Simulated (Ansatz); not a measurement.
GePd:
```cif
data_Ge4Pd4
_chemical_formula_sum 'Ge4 Pd4'
_space_group_name_H-M_alt 'P 1'
_space_group_IT_number 1
_cell_length_a 5.73112
_cell_length_b 3.59299
_cell_length_c 6.27791
_cell_angle_alpha 90.000
_cell_angle_beta 90.000
_cell_angle_gamma 90.000
loop_
_space_group_symop_operation_xyz
  'x, y, z'
loop_
_atom_site_label
_atom_site_type_symbol
_atom_site_fract_x
_atom_site_fract_y
_atom_site_fract_z
_atom_site_occupancy
Ge1 Ge 0.81520 0.75000 0.57914 1
Ge2 Ge 0.18480 0.25000 0.42086 1
Ge3 Ge 0.68480 0.25000 0.07914 1
Ge4 Ge 0.31520 0.75000 0.92086 1
Pd1 Pd 0.99676 0.75000 0.19099 1
Pd2 Pd 0.00324 0.25000 0.80901 1
Pd3 Pd 0.50324 0.25000 0.69099 1
Pd4 Pd 0.49676 0.75000 0.30901 1
```

Relaxed with r²SCAN.

### Question
Which orbitals make up the states near the Fermi level in DFT-r²SCAN in the program Ansatz with PAW potentials?

### Answer
Within 0.5 eV of the Fermi level: Ge 4p 49 %, Pd 4d 34 %, Ge 4s 12 %. Projections are on Löwdin-orthogonalised atomic valence shells; empty p or d shells of many metals are not among them.

### Question
Tabulate the density of states.

### Answer
States/eV per cell of 8 atoms, in 0.25 eV bins, energy from the Fermi level.

| E (eV) | total | Pd 4d | Ge 4p | Ge 4s |
|---|---|---|---|---|
| -7.85 | 0.00 | 0.00 | 0.00 | 0.00 |
| -7.60 | 0.00 | 0.00 | 0.00 | 0.00 |
| -7.35 | 0.00 | 0.00 | 0.00 | 0.00 |
| -7.10 | 0.00 | 0.00 | 0.00 | 0.00 |
| -6.85 | 0.02 | 0.01 | 0.01 | 0.00 |
| -6.60 | 1.20 | 0.53 | 0.60 | 0.02 |
| -6.35 | 3.04 | 1.40 | 1.48 | 0.04 |
| -6.10 | 6.24 | 3.22 | 2.74 | 0.09 |
| -5.85 | 7.14 | 3.98 | 2.88 | 0.10 |
| -5.60 | 6.47 | 3.89 | 2.33 | 0.11 |
| -5.35 | 5.83 | 4.00 | 1.62 | 0.11 |
| -5.10 | 11.09 | 8.75 | 2.10 | 0.12 |
| -4.85 | 14.49 | 12.16 | 2.02 | 0.14 |
| -4.60 | 13.50 | 11.47 | 1.74 | 0.13 |
| -4.35 | 10.94 | 9.13 | 1.58 | 0.11 |
| -4.10 | 12.74 | 10.98 | 1.43 | 0.19 |
| -3.85 | 13.05 | 11.29 | 1.40 | 0.20 |
| -3.60 | 12.28 | 10.71 | 1.28 | 0.15 |
| -3.35 | 9.44 | 8.11 | 1.07 | 0.13 |
| -3.10 | 13.32 | 11.92 | 1.07 | 0.17 |
| -2.85 | 12.32 | 11.00 | 0.97 | 0.19 |
| -2.60 | 6.95 | 5.39 | 1.16 | 0.25 |
| -2.35 | 3.82 | 2.48 | 1.04 | 0.19 |
| -2.10 | 4.69 | 2.55 | 1.65 | 0.31 |
| -1.85 | 4.11 | 1.91 | 1.69 | 0.32 |
| -1.60 | 4.12 | 1.62 | 2.02 | 0.26 |
| -1.35 | 3.63 | 1.33 | 1.88 | 0.23 |
| -1.10 | 2.98 | 1.14 | 1.52 | 0.18 |
| -0.85 | 2.57 | 1.08 | 1.20 | 0.18 |
| -0.60 | 2.12 | 0.84 | 0.97 | 0.21 |
| -0.35 | 2.02 | 0.74 | 0.96 | 0.22 |
| -0.10 | 2.00 | 0.69 | 0.98 | 0.24 |
| 0.15 | 2.26 | 0.73 | 1.14 | 0.28 |
| 0.40 | 2.75 | 0.85 | 1.40 | 0.36 |
| 0.65 | 2.82 | 0.81 | 1.49 | 0.37 |
| 0.90 | 3.05 | 0.81 | 1.66 | 0.39 |
| 1.15 | 2.81 | 0.70 | 1.59 | 0.35 |
| 1.40 | 3.20 | 0.75 | 1.85 | 0.39 |
| 1.65 | 3.16 | 0.68 | 1.90 | 0.36 |
| 1.90 | 3.39 | 0.68 | 2.10 | 0.37 |
| 2.15 | 2.63 | 0.48 | 1.69 | 0.28 |
| 2.40 | 2.77 | 0.48 | 1.79 | 0.29 |
| 2.65 | 2.50 | 0.40 | 1.63 | 0.21 |
| 2.90 | 2.72 | 0.42 | 1.81 | 0.17 |
| 3.15 | 3.06 | 0.43 | 2.08 | 0.17 |
| 3.40 | 3.99 | 0.51 | 2.77 | 0.19 |
| 3.65 | 3.85 | 0.45 | 2.75 | 0.15 |
| 3.90 | 3.52 | 0.38 | 2.52 | 0.13 |
| 4.15 | 3.29 | 0.33 | 2.35 | 0.09 |
| 4.40 | 3.70 | 0.37 | 2.67 | 0.09 |
| 4.65 | 3.30 | 0.33 | 2.40 | 0.06 |
| 4.90 | 2.93 | 0.27 | 2.09 | 0.04 |

Space group Pnma. The first step of the workflow began from a Materials Project structure, measured or hypothetical; the Crystallography Open Database files this formula in space group No. 62, but the cells were not matched. Its standing as an ambient phase is unchecked. The cell was relaxed with r²SCAN under the symmetry of its start; whether a distortion lowers the energy is not shown. No spin polarisation was allowed. Spin–orbit coupling is left out wherever it is not named.

Potentials: the earlier of the program's two PAW sets.
